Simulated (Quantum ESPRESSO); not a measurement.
RbCl has the cubic space group Pm-3m (No. 221), the CsCl type structure, Pearson symbol cP2. Cell: a = 3.8861 Å, b = 3.8861 Å, c = 3.8861 Å, α = 90.00°, β = 90.00°, γ = 90.00°. Cl on 1b has 8 Rb at 3.365 Å (cubic). Rb on 1a is surrounded by 8 Cl at 3.365 Å (cubic). (Neighbours: up to the widest gap in distance over summed covalent radii, below 1.35, at either atom; cation-cation contacts left out.)

Cell and atoms were relaxed with PBEsol from Materials Project entry mp-23299, within its symmetry.

**Question.** What does PBEsol (pw.x of Quantum ESPRESSO, ONCV potentials, no spin-orbit coupling) give for the electronic structure near the Fermi level?

**Answer.** The PBEsol gap is indirect, 4.94 eV, from M to Γ; the smallest direct gap is 5.03 eV. 

This is not the ordinary phase of the substance.
